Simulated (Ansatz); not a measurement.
SnSe$_{2}$ (CdI2 type)

```
SnSe2
1.0
    3.82584     0.00000     0.00000
   -1.91292     3.31327     0.00000
    0.00000     0.00000     6.23092
Sn Se
1 2
Direct
  0.00000   0.00000   0.00000
  0.33333   0.66667   0.25294
  0.66667   0.33333   0.74706
```

The slice is a (1 -1 0 0) plane (indices of the conventional cell) through the point (0.333, 0.667, 0.253) (fractional), spanned by u = [110] and v = [001] in vectors of this cell: u (3.83 Å) and v (6.23 Å, at 90° to u). It covers one period; positions are fractions (u, v).

Calculation: r2SCAN+rVV10 (plane waves to 500 eV, PAW, scalar-relativistic; Ansatz, a quantum-chemistry and plane-wave program). k mesh 10×10×6. Inside the PAW spheres the values are not all-electron values, and peaks at nuclei hang on which shells count as valence. SnSe2 was relaxed with its symmetry unable to fall.

Three fields on this plane, each scaled to ten steps between its own extremes (0 low, 9 high; the total valence density on a logarithmic scale, the potential cut 8 eV below its top; x marks points blanked near nuclei; v = 0 in the bottom row):

Map A
```
|xxxxxx875444578xxxxx|
|xxxxx98765456789xxxx|
|xxxxx98765556789xxxx|
|xxxx9877666667789xxx|
|xx99887766666778899x|
|88887777777777777888|
|77666667778777666667|
|55555667788877665555|
|44445567788877655444|
|23334567888887654333|
|22234567888887654322|
|11234567889887654321|
|11234567899987654321|
|11234578899988754321|
|11234578899988754321|
|11234567899987654321|
|00124567889887654210|
|00123467788877643210|
|00113456777776543110|
|00012345666665432100|
|00011234455544321100|
|11111123333333211111|
|22221112222222111222|
|44332211111111122334|
|66554321000001234556|
|88765432100012345678|
|xx98764310001346789x|
|xxxx8754211124578xxx|
|xxxxx86532123568xxxx|
|xxxxx97643234679xxxx|
|xxxxxx864333468xxxxx|
|xxxxxx875434578xxxxx|
```

Map B
```
|xxxxxx863111368xxxxx|
|xxxxx88632123688xxxx|
|xxxxx87532223578xxxx|
|xxxx8865322235688xxx|
|xx88765322222356788x|
|77766543222223456677|
|55544332222222334455|
|33222222222222222223|
|11111122222222211111|
|00001223333333221000|
|00001234455544321000|
|00001245666665421000|
|00001356788876531000|
|00002467888887642000|
|00012467889887642100|
|00012467889887642100|
|00002467888887642000|
|00002467888887642000|
|00001357888887531000|
|00001246788876421000|
|00000124677764210000|
|00000012355532100000|
|11100000122210000011|
|65421000000000001245|
|98864200000000024688|
|99998520000000258999|
|xx99985200000258999x|
|xxxx9874100014789xxx|
|xxxxx98520002589xxxx|
|xxxxx98620002689xxxx|
|xxxxxx863101368xxxxx|
|xxxxxx863101368xxxxx|
```

Map C
```
|xxxxxx156676651xxxxx|
|xxxxx02455555420xxxx|
|xxxxx03444444430xxxx|
|xxxx0233221223320xxx|
|xx00233200000233200x|
|11234320000000234321|
|55554310000000134555|
|66655310000000135566|
|77665310000000135667|
|77765420000000245677|
|77766431000001346677|
|77776542100012456777|
|88776643211123466778|
|88877653210123567788|
|88887653100013567888|
|98887653100013567888|
|99988754200024578899|
|99988765322235678899|
|99998876544456788999|
|99999887666667889999|
|99999998877788999999|
|99999999988899999999|
|99999999999999999999|
|89999999999999999999|
|77788999999999998877|
|33467899999999987643|
|xx01468999999986410x|
|xxxx0478999998740xxx|
|xxxxx05789998750xxxx|
|xxxxx03688888630xxxx|
|xxxxxx257888752xxxxx|
|xxxxxx157777751xxxxx|
```

Task: Assign the maps to these fields: electron localisation function (ELF); valence electron density; electrostatic potential energy of an electron, from the cell's mean.

Result: A is the valence electron density; B is the electron localisation function (ELF); C is the electrostatic potential energy of an electron, from the cell's mean.
